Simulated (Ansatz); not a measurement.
YSe (rock salt, Fm-3m), r²SCAN in the plane-wave PAW code Ansatz, all energies at zero smearing, with the estimated change up to a 700 eV cutoff added, with one set of potentials and settings (totals compare only within such a set). Cell of 2 atoms (1 Se, 1 Y): -9341.896 eV.

```
element                reference phase  E (eV/atom)
-------  -----------------------------  -----------
Se         P3_121, 3 atoms in the cell   -5478.1269
Y        P6_3/mmc, 2 atoms in the cell   -3859.7073
```

Formation energy per atom, worked out: (-9341.896 − 1×(-5478.1269) − 1×(-3859.7073))/2 = -2.031 eV/atom (-196 kJ per mol of atoms), at 0 K, without zero-point energy or fitted corrections.

The workflow started from an entry of the Crystallography Open Database (COD). Its standing as an ambient phase is unchecked. The cell was relaxed with r²SCAN under the symmetry of its start; whether a distortion lowers the energy is not shown. The run is not spin-polarised. The references are the lowest solids computed at this level, not always the standard phases.

Potentials: the later of the program's two PAW sets.
